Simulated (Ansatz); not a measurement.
Starting cell, W (bcc, W type):

```
W
1.0
   -3.16984     3.16984     3.16984
    1.58492    -1.58492     1.58492
    1.58492     1.58492    -1.58492
W
2
Cartesian
  0.00000   0.00000   0.00000
 -1.58492   1.58492   1.58492
```

Scan: atom 2 (W, nearest neighbour W at 2.745 Å; its periodic images, 2.7 Å or more away, move with it) is displaced along Cartesian x, direction (1.000, 0.000, 0.000) in Cartesian axes, by s. The other atoms stay.

Computed with r2SCAN (plane waves to 500 eV, PAW, scalar-relativistic; Ansatz, a program for electronic structure). k mesh 17×17×17 (Γ-centred), Fermi-Dirac smearing 0.05 eV. E stands for the smeared free energy. With partly filled bands, energies and forces of such displacements shift with the k mesh and the smearing. On this mesh the relaxed cell isn't quite at rest: it carries a pressure of -0.1 GPa (compression positive) at the zero of the scan. Spin-orbit coupling is left out, though W is heavy. The PAW data are Ansatz's earlier set. W is run without spin polarisation. W was relaxed with its symmetry unable to fall. ΔE is measured from the undisplaced structure. The last digit holds for this mesh only.

```
s (Å)   ΔE (meV/cell)
------  -------------
-0.270          242.7
-0.216       withheld
-0.162           81.6
-0.108           35.1
-0.054            8.6
0.000             0.0
0.054             8.6
0.108            35.1
0.162            81.6
0.216        withheld
0.270           242.7
```

Q: Fit an even polynomial form (powers 2, 4, 6) to the given rows and predict ΔE at s = 0.216.

A: Least squares on the 9 given rows: ΔE = (2920)·s² + (8106)·s⁴ + (-34200)·s⁶, in meV/cell with s in Å; root-mean-square residual 0.01 meV/cell. At 0.216 the fit gives 150.4 meV/cell; the calculation gives 150.1 meV/cell, so the interpolation is off by 0.3 (+0.2 %). The quadratic term alone would give 136.2 meV/cell.

(A displaced cell: forces are minus the slopes of the energy, force constants its curvatures, and phonons follow from these.)
